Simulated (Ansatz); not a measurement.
**Notes on NaCaAsSe$_{4}$**

```
Na Ca As Se
1.0
   -10.17040    0.00000    0.00000
     0.00000   -5.06663    3.43999
     0.00000    5.06663    3.43999
Na Ca As Se
2 2 2 8
Direct
  0.75000 0.77720 0.40940
  0.25000 0.40940 0.77720
  0.50000 0.03778 0.03778
  0.00000 0.03778 0.03778
  0.25000 0.78297 0.34903
  0.75000 0.34903 0.78297
  0.42850 0.59860 0.17280
  0.57150 0.17280 0.59860
  0.07150 0.59860 0.17280
  0.92850 0.17280 0.59860
  0.25000 0.86030 0.72970
  0.75000 0.72970 0.86030
  0.75000 0.31130 0.12750
  0.25000 0.12750 0.31130
```

Single point in Ansatz 0.2.0 with r2SCAN, no spin polarisation. Cutoff 500 eV, PAW datasets, 3×5×5 Γ-centred k mesh, gaussian filling (width 0.0381 eV).

Question: Is it stable against the elements?

Answer: -0.90 eV an atom against the elements' usual phases (free molecules for gases, crystals otherwise, with no correction for O₂ or N₂), so it is bound against them; other compounds may still compete. Relaxing would lower it.

Question: Which orbitals make up the band edges?

Answer: Within 0.7 eV of the edges, the states project mainly on Se p (96 %) below the gap and on Se p (59 %) and As s (24 %) above it.

Question: Metal or insulator? Give the gap.

Answer: The gap is 1.71 eV, direct at the points sampled.

Question: Which element gives electrons and which takes them?

Answer: Bader charges in e: Na +0.85, Ca +1.54, As +0.80, Se -0.83 to -0.78. In the mean Ca gives up most and Se takes most.

Origin: a known structure type with other elements, at an estimated volume, so it need not be a known compound. Caveats: atoms or cell far from equilibrium.
